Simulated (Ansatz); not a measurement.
Input and command of a calculation in Ansatz (plane waves; scalar-relativistic PAW potentials unless the input names others):

```yaml
crystal:
  lattice:
    - [4.7668981052, 0.0, 0.0]
    - [-2.3834490526, 4.1282548564, 0.0]
    - [0.0, 0.0, 2.8332165682]
  atoms:
    - { symbol: Ga, position: [0.3333333333, 0.6666666667, 0.5] }
    - { symbol: Ga, position: [0.6666666667, 0.3333333333, 0.5] }
    - { symbol: Ag, position: [0.0, 0.0, 0.0] }
basis:
  ecutwfc: 420
kpoints:
  mp_grid: { grid: [12, 12, 16] }
hamiltonian:
  xc: pbe
scf:
  occupations: { method: gaussian, width: 0.005 }
  convergence: { dr2_threshold: 1.0e-09 }
output:
  forces: true
  eigenvalues: true
  stress: true
```

```bash
ansatz run input.yaml --threads 1 --pin off --max-ram 2560MiB --backend cpu --events-out ev --progress --plain --runs-dir out
```

Abridged log:
```
Warning: output.stress: scf.convergence.dr2_threshold = 1e-9 eV is looser than the 3e-10 eV advised for a printed stress (1e-10 eV for each atom of the cell: 3). ...
Basis set: ecut = 420 eV, 1119 PW (Γ), exchange–correlation on 64×64×40 points (8 copies of the dense FFT grid, shifted against one another)
Bands: 27, of which v1, the nominal top of the filled ones, is band 23 counted from 1 (22 counted from 0)
Symmetry: 24 space group operations
k-points: 171 of 2304
SCF iter   1: F=—  HF=-15156.380105 eV  |F-HF|=—  |Δ(HF+E_count)|=         —  Δρ=1.23e-3  dr2=9.22e-4  ethr=1.77e-3  ⟨swp⟩=5.1  Hψ=17293  notcnv=0
SCF iter   2: F=—  HF=-15156.380451 eV  |F-HF|=—  |Δ(HF+E_count)|=   3.46e-4  Δρ=4.25e-4  dr2=4.24e-5  ethr=2.05e-6  ⟨swp⟩=2.7  Hψ=9657  notcnv=0  defer=92
SCF iter   3: F=—  HF=-15156.380508 eV  |F-HF|=—  |Δ(HF+E_count)|=   5.67e-5  Δρ=1.71e-4  dr2=5.93e-6  ethr=9.41e-8  ⟨swp⟩=2.6  Hψ=8487  notcnv=0  defer=92
SCF iter   4: F=—  HF=-15156.380514 eV  |F-HF|=—  |Δ(HF+E_count)|=   6.03e-6  Δρ=4.71e-5  dr2=3.77e-7  ethr=1.32e-8  ⟨swp⟩=2.0  Hψ=7670  notcnv=0  defer=92
SCF iter   5: F=—  HF=-15156.380511 eV  |F-HF|=—  |Δ(HF+E_count)|=   2.40e-6  Δρ=1.04e-5  dr2=3.96e-8  ethr=8.39e-10  ⟨swp⟩=2.0  Hψ=7670  notcnv=0  defer=92
SCF iter   6: F=—  HF=-15156.380511 eV  |F-HF|=—  |Δ(HF+E_count)|=   9.50e-9  Δρ=3.47e-6  dr2=2.44e-9  ethr=8.80e-11  ⟨swp⟩=2.0  Hψ=7688  notcnv=0  defer=92
SCF iter   7: F=-15156.380511 eV  HF=-15156.380511 eV  |F-HF|=1.09e-11  |Δ(HF+E_count)|=  8.26e-10  Δρ=3.74e-7  dr2=3.00e-11  ethr=2.22e-12  ⟨swp⟩=5.5  Hψ=16921  notcnv=0
SCF 1 converged in 7 iterations: F = -15156.380511 eV  dr2 = 3.00e-11
SCF converged after 7 iterations
Free energy (F): -15156.380511 eV
Harris-Foulkes:  -15156.380511 eV  (|F-HF|=1.09e-11)
Internal energy: -15156.380494 eV  (E = F + TS)
E sigma→0 (E₀):  -15156.380502 eV
Entropy (-TS):   -0.000018 eV (-0.006 meV/atom)
Fermi energy:    11.947957 eV
--- Forces (eV/Å), atoms counted from 1 ---
  atom   1  Ga     0.00000000     0.00000000     0.00000000
  atom   2  Ga     0.00000000     0.00000000     0.00000000
  atom   3  Ag     0.00000000     0.00000000     0.00000000
--- Stress (GPa, compression-positive) ---
        0.036152       0.000000       0.000000
        0.000000       0.036152       0.000000
        0.000000       0.000000      -0.039811
  P = ⅓ Tr σ = 0.0108 GPa (0.108 kbar)
```

Apart from outputs, empty bands and the relaxation, which only the reference makes, the input differs from a reference run on usual settings in scf.convergence.dr2_threshold: not typed → 1e-09; scf.occupations.width: 0.1 → 0.005. The reference, at the same geometry, ended its own course with pressure -0.02 GPa, largest force 0.000 eV/Å, no gap on the mesh. This run converged in 7 SCF iterations with an energy at zero smearing 0.05 meV/atom above the reference's, pressure 0.01 GPa, largest force 0.000 eV/Å, no gap on the mesh. Its k mesh, for so narrow a smearing in a metal, is looser than usual, yet energy, pressure and forces hardly moved.

It took 9.8 s on 1 thread of Intel(R) Xeon(R) Platinum 8488C (Sapphire Rapids), on a shared host, peak memory 0.51 GiB.